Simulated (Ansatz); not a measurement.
**CrB-type HfN**

Method: PBEsol, scalar-relativistic; no spin polarisation; PAW, 420 eV, 10×10×10 k-mesh, Gaussian smearing of 0.05 eV; code Ansatz; PAW files: Ansatz's generated set soft_2.

```
Hf N
1.0
     1.57682   -5.40052    0.00000
     1.57682    5.40052    0.00000
     0.00000    0.00000    3.07878
Hf N
2 2
Direct
  0.85514 0.14486 0.25000
  0.14486 0.85514 0.75000
  0.65008 0.34992 0.25000
  0.34992 0.65008 0.75000
```

The start was a prototype's sites filled with these elements. The Crystallography Open Database lists the compound in space group Fm-3m (rock salt), so this is a trial structure.

The cell is relaxed to zero pressure at this level.

The cell has space group Cmcm (read at 0.01 Å). In it the stress is 0.08, 0.02, -0.03, 0.00, 0.00, 0.00 GPa, so the shape isn't fully relaxed, and the largest force component 0.002 eV/Å. Each change below starts from this cell, without further relaxation. Stress is in GPa, positive in compression, in the order xx, yy, zz, yz, xz, xy; energies are counted from the cell above and are free energies with the smearing's entropy, which match forces and stress in a metal.

Question: One atom was moved along a Cartesian axis, and these forces appeared. Which atom, and about how far?
```
atom  Fx (eV/Å)      Fy     Fz
 Hf1     -0.677   0.001  0.000
 Hf2      0.040  -0.003  0.000
  N3      0.076   0.006  0.000
  N4      0.562  -0.004  0.000
```

Answer: Atom 1 (Hf) is moved by 0.05 Å along x; the energy changes by 16.9 meV per cell.

Question: What stress follows from an engineering strain of 3 % in xz, atoms carried along?

Answer: 0.69, 0.26, 0.58, 0.00, -7.14, 0.00 GPa; the energy changes by 34.5 meV per cell.
```tsv
atom	Fx (eV/Å)	Fy	Fz
Hf1	0.000	-0.023	0.000
Hf2	0.000	0.023	0.000
N3	0.000	0.001	0.000
N4	0.000	-0.001	0.000
```
The change of the stress over the strain gives a clamped-atom stiffness of about 238 GPa for this component.
In a harmonic crystal the energy would rise by V(½Cε² − σ₀ε), with σ₀ the stress of the unstrained cell, = 35.0 meV, which matches.

No spin–orbit coupling, a notable omission for heavy elements.
